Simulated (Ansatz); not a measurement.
In PBE (plane waves, PAW; program Ansatz), PtW in the rock salt structure (Fm-3m) relaxes to a = 5.260 Å. Pt has 6 nearest neighbours from 2.63 Å (octahedral). Against the elements it lies at 0.86 eV/atom, with no fitted shifts.

Electronic character: metallic (no gap). Gap from PBE with spin–orbit coupling: none (metallic).

An equation-of-state fit gives a bulk modulus of 221 GPa.

The start of the workflow was typed in or built on a structure type; neither database checked (COD, Materials Project) lists it. Its standing as an ambient phase is unchecked. The PBE relaxation kept the symmetry of its start; whether a distortion lowers the energy is not shown. No spin polarisation was allowed. The volume moved by 18 % from the start of the relaxation. Its formation energy is positive at this level, so the cell may be metastable or incomplete. The references are the lowest solids computed at this level, not always the standard phases. Spin–orbit coupling is left out wherever it is not named.

Potentials: the earlier of the program's two PAW sets.
